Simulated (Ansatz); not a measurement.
Sb: energy along a strain

Sb, Im-3m, a = 3.743 Å (as given, not relaxed at this level: 1.9 GPa). This isn't the element's structure at ambient conditions. Ansatz: r2SCAN, PAW, 500 eV, Γ-centred 18×18×18 mesh on 1 atom, Gaussian smearing 0.15 eV; no spin polarisation. Cell vectors (Å): -1.871 1.871 1.871; 1.871 -1.871 1.871; 1.871 1.871 -1.871. The cell is strained by x per cent times the pattern (1 -1 0 0 0 0) in the order xx yy zz yz xz xy (engineering shears), with fractional coordinates held. y is the free energy over the start, V0 = 26.213 Å³/atom. Symmetry makes y even in x. Points with a strain past 8.5 % were computed too (2) and aren't used here.

```
x (%) y (meV/atom)
-5.00         18.52
 0.00          0.00
 2.50          5.81
 6.25         27.33
 7.50             ?
```

Question: Fit y = c2 x² + c4 x⁴ to the other rows, get the stiffness along the pattern, and predict the missing energy.

Answer: Least squares on the rows shown. y = 0.85897 x² − 0.0041632 x⁴. The clamped-ion stiffness p·C·p = 2 × 8.590 eV × 160.2 / 26.213 Å³ = 105 GPa (second derivative at the start, which stands under stress). At x = 7.50 the fit asked for gives 35.14 meV/atom. The run gave 36.94 meV/atom, so the fit is 1.80 meV/atom too low, 4.9 % of the span of the series, against an rms of 0.41 meV/atom on the fitted rows. The row lies outside the fitted range. With a term in x⁶ added, a fit to the same known rows (none to spare) predicts 43.10 meV/atom, which misses by about as much or more on the other side: the known rows don't fix the higher terms.